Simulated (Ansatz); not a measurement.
Relax this structure to zero stress and force, keeping its symmetry:

```cif
data_structure
_symmetry_space_group_name_H-M 'I4/mmm'
_symmetry_Int_Tables_number 139
_cell_length_a 3.3800
_cell_length_b 3.3800
_cell_length_c 15.1800
_cell_angle_alpha 90.000
_cell_angle_beta 90.000
_cell_angle_gamma 90.000
_cell_volume 173.42
loop_
_atom_site_label
_atom_site_type_symbol
_atom_site_symmetry_multiplicity
_atom_site_Wyckoff_symbol
_atom_site_fract_x
_atom_site_fract_y
_atom_site_fract_z
_atom_site_occupancy
Nb1 Nb 4 e 0.00000 0.00000 0.40000 1
Nb2 Nb 2 a 0.00000 0.00000 0.00000 1
Au1 Au 4 e 0.00000 0.00000 0.20000 1
```

All numbers below come from DFT r2SCAN, scalar-relativistic, plane waves, PAW (Ansatz 0.2.0).

Settings: cutoff 500 eV, Γ-centred mesh 14×14×14 on the computed 5-atom cell, Gaussian smearing of 0.10 eV; no spin polarisation.

What does it relax to?

The volume rises by 0.34 Å³/atom to 17.69 Å³/atom, and the energy falls by 4.2 meV/atom. Final structure:
```cif
data_structure
_symmetry_space_group_name_H-M 'P 1'
_symmetry_Int_Tables_number 1
_cell_length_a 8.0080
_cell_length_b 8.0080
_cell_length_c 8.0080
_cell_angle_alpha 155.468
_cell_angle_beta 155.468
_cell_angle_gamma 34.970
_cell_volume 88.43
loop_
_atom_site_label
_atom_site_type_symbol
_atom_site_fract_x
_atom_site_fract_y
_atom_site_fract_z
_atom_site_occupancy
Nb1 Nb 0.39998 0.39998 0.00000 1
Nb2 Nb 0.60002 0.60002 0.00000 1
Nb3 Nb 0.00000 0.00000 0.00000 1
Au1 Au 0.19939 0.19939 0.00000 1
Au2 Au 0.80061 0.80061 0.00000 1
```

Spin–orbit coupling is left out, which can shift energies with elements as heavy as these.

Cost: 1 run of about 28 core-minutes, on Intel Xeon Processor @ 2.50GHz (Skylake/Cascade Lake) (shared hosts).